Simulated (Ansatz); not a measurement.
TiO (P-6m2), stationary points along a deformation path

Theory: DFT PBEsol, scalar-relativistic, plane waves, PAW in Ansatz. The runs took a 420 eV cutoff, a Γ-centred 18×18×16 mesh and Gaussian smearing (0.15 eV). No spin polarisation. Energies are free energies at this smearing, counted from the undisturbed cell; pressure is positive in compression.

Reference structure (as given, not relaxed at this level; it stands at -40.4 GPa; this form isn't the usual structure):

```
CELL_PARAMETERS angstrom
3.03100 0.00000 0.00000
-1.51550 2.62492 0.00000
0.00000 0.00000 3.23770
ATOMIC_POSITIONS crystal
Ti 0.66667 0.33333 0.00000
O 0.00000 0.00000 0.50000
```

At fixed volume and fractional coordinates, lengths along (0.000, 0.000, 1.000) are scaled against those across it; ρ is that ratio over its starting value. V = 12.880 Å³/atom. Δσ is the stress along the axis less the mean stress across it (compression positive).

| ρ | ΔE (meV/atom) | Δσ (GPa) | space group |
| --- | --- | --- | --- |
| 0.800 | 69.9 | 29.73 | P-6m2 |
| 0.850 | -6.5 | 17.23 | P-6m2 |
| 0.920 | -43.6 | 0.06 | P-6m2 |
| 0.960 | -32.5 | -9.86 | P-6m2 |
| 1.000 | 0.0 | -19.96 | P-6m2 |
| 1.050 | 68.9 | -32.89 | P-6m2 |
| 1.100 | 167.3 | -46.22 | P-6m2 |
| 1.200 | 444.5 | -72.95 | P-6m2 |
| 1.300 | 810.7 | -97.49 | P-6m2 |

Q: How does the stress give the slope of the energy, and where is the energy stationary?

A: Along the path d ln(length) is 2/3 d ln ρ on the axis and −1/3 d ln ρ across it, so dE/d ln ρ = −(2/3) V Δσ: the energy falls with ρ where Δσ is positive. Δσ vanishes or changes sign between ρ = 0.920 and 0.960, a minimum (near 0.92 by linear interpolation). Pairs of stationary points between two samples would go unseen, and could change a minimum read from distant neighbours into a maximum.

Q: Integrate that slope from ρ = 1 to 0.850 by the trapezoid rule.

A: With V/N in Å³ and 1 eV/Å³ = 160.2 GPa the slopes at ρ = 1.000, 0.960, 0.920, 0.850 are 1070, 528, -3, -923 meV/atom per unit of ln ρ. The steps add (-32.6) + (-11.2) + 36.7 = -7.1 meV/atom, against -6.5 from the energies; the trapezoid rule misses the curvature of the slope within each step.

Q: Is the start the lowest point of the path?

A: No: ρ = 0.920 lies 43.6 meV/atom lower, with no sampled rise above the start on the way. Volume and inner coordinates are held, so a relaxed structure there would lie lower still.

No gap shows at this level, though a semilocal functional can close a small gap that the real compound has; without a gap these slopes depend on the k mesh and the smearing.